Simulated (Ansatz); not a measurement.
Mg3MoN4:
```yaml
crystal:
  lattice:
    - [6.76509, 0.00000, 0.00000]
    - [0.00000, 5.84994, 0.00000]
    - [0.00000, 0.00000, 5.28119]
  atoms:
    - { symbol: Mg, position: [0.25226, 0.16934, 0.85737] }
    - { symbol: Mg, position: [0.24774, 0.83066, 0.35737] }
    - { symbol: Mg, position: [0.74774, 0.16934, 0.85737] }
    - { symbol: Mg, position: [0.75226, 0.83066, 0.35737] }
    - { symbol: Mg, position: [0.00000, 0.66046, 0.85823] }
    - { symbol: Mg, position: [0.50000, 0.33954, 0.35823] }
    - { symbol: Mo, position: [0.00000, 0.32903, 0.34929] }
    - { symbol: Mo, position: [0.50000, 0.67097, 0.84929] }
    - { symbol: N, position: [0.00000, 0.63437, 0.45592] }
    - { symbol: N, position: [0.50000, 0.36563, 0.95592] }
    - { symbol: N, position: [0.00000, 0.32630, 0.99832] }
    - { symbol: N, position: [0.50000, 0.67370, 0.49832] }
    - { symbol: N, position: [0.76969, 0.17747, 0.45656] }
    - { symbol: N, position: [0.73031, 0.82253, 0.95656] }
    - { symbol: N, position: [0.23031, 0.17747, 0.45656] }
    - { symbol: N, position: [0.26969, 0.82253, 0.95656] }
```

Relaxed with PBE. Special points in fractions of this cell's reciprocal vectors: Γ (0.000, 0.000, 0.000); X (0.500, 0.000, 0.000); S (0.500, 0.500, 0.000); Y (0.000, 0.500, 0.000); Z (0.000, 0.000, 0.500); U (0.500, 0.000, 0.500); R (0.500, 0.500, 0.500); T (0.000, 0.500, 0.500).

Problem. List the band energies nearest the valence-band maximum at these points for PBE (plane waves, PAW; program Ansatz).

Solution. In eV from the valence-band maximum; about four levels below and three above (degenerate sets whole), none deeper than 8.9 eV; points with the same levels are listed once.

| k | below | above |
|---|---|---|
| Γ | -0.80 -0.68 -0.57 -0.18 | 3.34 3.47 3.58 |
| X | -0.81 -0.81 -0.39 -0.39 | 3.41 3.41 3.62 3.62 |
| S | -0.57 -0.57 -0.21 -0.21 | 3.21 3.21 3.72 3.72 |
| Y | -0.78 -0.49 -0.45 0.00 | 3.22 3.42 3.52 |
| Z | -0.29 -0.29 -0.07 -0.07 | 3.27 3.27 3.48 3.48 |
| U | -0.30 -0.30 -0.07 -0.07 | 3.04 3.04 3.55 3.55 |
| R | -0.28 -0.28 -0.23 -0.23 | 3.04 3.04 3.51 3.51 |
| T | -0.44 -0.44 -0.29 -0.29 | 3.15 3.15 3.46 3.46 |

Space group Pmn2_1. The workflow started from a Materials Project entry (that database holds measured and hypothetical structures alike); the Crystallography Open Database copy checked does not list it. Whether it is the stable phase at ambient conditions was not checked. Symmetry was held in the PBE relaxation; whether a distortion lowers the energy is not shown. No spin polarisation was allowed. Spin–orbit coupling is left out wherever it is not named.

Potentials: the later of the program's two PAW sets.
